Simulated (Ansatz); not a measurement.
CH3NH2 on a (100) slab of HfN (Fm-3m (No. 225)), 3 planes, outer planes HfN (top) and HfN (bottom), 1 a cell of 40.8 Å², relaxed and still whole (its atoms last):

```xyz
31
Lattice="6.3878 0.0000 0.0000 0.0000 6.3878 0.0000 0.0000 0.0000 24.9220" Properties=species:S:1:pos:R:3 pbc="T T T"
Hf    1.5970    1.5970    8.0000
Hf    1.5970    4.7909    8.0000
Hf    4.7909    1.5970    8.0000
Hf    4.7909    4.7909    8.0000
N     3.1939    3.1939    8.0000
N     3.1939    0.0000    8.0000
N     0.0000    3.1939    8.0000
N     0.0000    0.0000    8.0000
Hf    3.2013    3.1883   10.2368
Hf    3.2005    0.0092   10.2372
Hf   -0.0076    3.1883   10.2368
Hf   -0.0067    0.0092   10.2371
N     4.7907    4.7920   10.1726
N     4.7908    1.5984   10.1535
N     1.5969    4.7917   10.1895
N     1.5969    1.5990   10.1795
Hf    4.7905    4.7958   12.3535
Hf    4.7909    1.5973   12.4393
Hf    1.5970    4.7932   12.3848
Hf    1.5967    1.6021   12.3669
N     0.0035   -0.0015   12.5748
N     0.0043    3.2037   12.5779
N     3.1901   -0.0013   12.5746
N     3.1893    3.2035   12.5778
C    -1.5981    6.8792   15.6175
N    -1.5966    8.1162   14.8117
H    -0.7092    6.2911   15.3543
H    -2.4895    6.2943   15.3557
H    -1.5968    7.0735   16.7010
H    -0.7749    8.6905   15.0302
H    -2.4184    8.6910   15.0284
```

Computed with DFT PBE+D3(BJ), scalar-relativistic, plane waves, PAW (Ansatz). Plane waves to 420 eV, a k mesh through Γ of 3×3×1 on the computed 31-atom cell and Gaussian smearing (0.10 eV); no spin polarisation. The cell repeats along c with a dipole correction in the vacuum.

It binds with 1.29 eV a molecule against the clean slab and the free molecule (no zero-point or thermal terms); its shortest contact is N–Hf 2.38 Å. Take first-order desorption with no barrier to adsorption, no reaction on the face and an assumed prefactor of 10^13 s⁻¹.

**Question.** How long does a molecule stay at 400 K?

**Answer.** τ = ν⁻¹·exp(E/k_BT) with k_BT = 0.0345 eV: E/k_BT = 37.4, so τ ≈ 2×10^3 s. It outlasts a purge of seconds.

**Question.** Where does its peak lie in a desorption experiment heated at 1 K/s?

**Answer.** The peak obeys E/(k_B·T_p²) = (ν/β)·exp(−E/k_BT_p). Solving gives T_p ≈ 459 K (E/k_BT_p = 32.6). An error of 0.1 eV in E moves it by about 36 K, and larger molecules have larger prefactors, which lowers it.

**Question.** Is this physisorption or chemisorption?

**Answer.** The tightest contact, N–Hf 2.38 Å, is 0.97 times the sum of covalent radii, and deformation and lateral interaction add up to +0.07 eV. This is chemisorption.

The molecule may also break up before it leaves, which wasn't tried.